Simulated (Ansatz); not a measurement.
MgH2 (rutile)

```yaml
crystal:
  lattice:
    - [4.51729, 0.00000, 0.00000]
    - [0.00000, 4.51729, 0.00000]
    - [0.00000, 0.00000, 3.01286]
  atoms:
    - { symbol: Mg, position: [0.00000, 0.00000, 0.00000] }
    - { symbol: Mg, position: [0.50000, 0.50000, 0.50000] }
    - { symbol: H, position: [0.30441, 0.30441, 0.00000] }
    - { symbol: H, position: [0.80441, 0.19559, 0.50000] }
    - { symbol: H, position: [0.19559, 0.80441, 0.50000] }
    - { symbol: H, position: [0.69559, 0.69559, 0.00000] }
```

This relaxed cell (volume V₀) is scaled evenly in all directions, its shape held. The atoms relax within the cell's symmetry.

Calculation: PBE (plane waves to 420 eV, PAW, scalar-relativistic; Ansatz, a quantum-chemistry and plane-wave program). k mesh 7×7×11 (Γ-centred), Fermi-Dirac smearing 0.05 eV. Compression counts positive. MgH2 was relaxed with its symmetry unable to fall.

At one point of the scan the stress tensor (GPa) is:

```
  -2.85     0.00     0.00
   0.00    -2.85     0.00
   0.00     0.00    -4.04
```

Problem. Which point is it?
(A) V/V₀ = 1.075
(B) V/V₀ = 1.025
(C) V/V₀ = 1.050
(D) V/V₀ = 1.100

Solution. A, V/V₀ = 1.075

(Under strain, the slope of the energy per volume gives the stress and its curvature an elastic modulus.)
